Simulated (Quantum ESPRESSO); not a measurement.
**Band energies of KPF₆**

```
KPF6
1.0
    3.55926     2.05494     2.32759
   -3.55926     2.05494     2.32759
    0.00000    -4.10988     2.32759
F P K
6 1 1
Cartesian
 -2.34662   1.54133   3.26899
  2.34662  -1.54133   3.71379
 -0.16152  -2.80290   3.26899
  0.16152   2.80290   3.71379
  2.50814   1.26157   3.26899
 -2.50814  -1.26157   3.71379
  0.00000   0.00000   0.00000
  0.00000   0.00000   3.49139
```

norm-conserving PBEsol (Quantum ESPRESSO, 84 Ry, without SOC); path ΓPZQΓFP1Q1LZ; energies in eV from the valence-band maximum.

```csv
k (1/Å),point,band 24,band 25,band 26,band 27,band 28,band 29,band 30,band 31
0.00,Γ,-0.90,-0.90,-0.50,-0.50,0.00,7.50,11.17,11.73
0.21,,-1.03,-0.96,-0.48,-0.46,-0.04,7.77,11.15,11.73
0.64,,-1.31,-1.12,-0.37,-0.35,-0.29,9.07,11.14,11.75
0.85,,-1.26,-0.98,-0.42,-0.33,-0.31,9.42,11.66,11.75
1.06,P,-1.24,-0.91,-0.48,-0.30,-0.30,9.50,11.73,11.73
1.06,Z,-1.23,-0.85,-0.53,-0.30,-0.30,9.46,11.69,11.69
1.25,,-1.24,-0.90,-0.48,-0.33,-0.29,9.41,11.64,11.74
1.64,,-1.16,-1.05,-0.47,-0.34,-0.26,9.28,11.20,11.71
1.84,,-1.18,-1.08,-0.45,-0.32,-0.26,9.38,11.16,11.73
2.23,Q,-1.27,-1.03,-0.39,-0.31,-0.31,9.59,11.53,11.83
2.57,,-1.35,-1.31,-0.33,-0.33,-0.20,9.29,11.18,11.46
2.74,,-1.18,-1.18,-0.37,-0.37,-0.12,8.73,11.22,11.37
3.09,,-0.93,-0.93,-0.48,-0.48,-0.01,7.67,11.19,11.63
3.26,Γ,-0.90,-0.90,-0.50,-0.50,0.00,7.50,11.17,11.73
3.61,,-1.27,-0.99,-0.47,-0.39,-0.11,8.18,11.12,11.71
3.79,,-1.22,-1.06,-0.46,-0.32,-0.22,8.77,11.08,11.57
4.14,F,-1.14,-1.03,-0.48,-0.35,-0.25,9.31,11.26,11.79
4.34,,-1.24,-1.02,-0.45,-0.36,-0.26,9.37,11.36,11.83
4.73,P1,-1.24,-0.91,-0.48,-0.30,-0.30,9.50,11.73,11.73
4.73,Q1,-1.27,-1.03,-0.39,-0.31,-0.31,9.59,11.53,11.83
4.88,,-1.30,-1.12,-0.34,-0.32,-0.30,9.59,11.30,11.78
5.03,,-1.28,-1.19,-0.37,-0.30,-0.25,9.47,10.96,11.56
5.34,,-1.25,-0.96,-0.45,-0.31,-0.18,9.17,10.44,11.26
5.50,L,-1.25,-0.92,-0.47,-0.31,-0.17,9.12,10.37,11.21
5.75,,-1.20,-1.08,-0.44,-0.30,-0.23,9.12,10.65,11.37
5.87,,-1.26,-1.12,-0.42,-0.31,-0.29,9.15,10.96,11.48
6.13,,-1.26,-0.93,-0.46,-0.34,-0.30,9.33,11.62,11.65
6.38,Z,-1.23,-0.85,-0.53,-0.30,-0.30,9.46,11.69,11.69
```

The PBEsol gap is direct, 7.50 eV at Γ.

Geometry of the Materials Project entry, not relaxed at this level.

The structure is a Materials Project entry; no match was found in the copy of COD used, and its stability was not checked.
